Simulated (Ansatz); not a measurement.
Single point in Ansatz 0.2.0 with r2SCAN, no spin polarisation. Cutoff 500 eV, PAW datasets, 5×5×3 (shifted by 0, 0.5, 0 steps) k mesh, cold filling (width 0.0118 eV).

Computed maps in the lattice plane spanned by b (left to right, 3.53 Å, 11 points from zero) and c (bottom to top, 5.79 Å, 18 points from zero), 77° apart, at height 0.230 along a. The fields are smooth PAW ones with compensation charges, not the true ones near nuclei.

Valence density. Digits on a logarithmic scale: 0 up to 0.03 e/Å³, each further digit a factor of 1.6, 9 from 1.3 e/Å³ up:
```
78865567656
78986677765
89999667766
99999865556
99999965545
79999966665
67999778987
75666679999
85444579999
85443468999
75444346899
54443334666
44333223455
66432223456
98752123468
99964223479
99975344469
99975455557
```

Q: The cell is Ta$_{2}$O$_{5}$. Which atoms lie within 0.2 Å of this plane, and where (fractions of b and c)?

A: Ta at (0.22, 0.74), O at (0.80, 0.50). The whole cell:
```
Ta O
1.0
     2.60683    2.38419    0.02685
     2.60606   -2.38333    0.00974
     1.78498   -0.01994   -5.50494
Ta O
2 5
Direct
  0.23004 0.22434 0.73785
  0.79849 0.78424 0.27613
  0.33301 0.05706 0.05766
  0.99523 0.65633 0.92606
  0.74646 0.41308 0.67586
  0.56147 0.22573 0.33081
  0.18930 0.79695 0.50109
```

Origin: a strained cell with displaced atoms, so it need not be a known compound. Caveats: atoms or cell far from equilibrium.
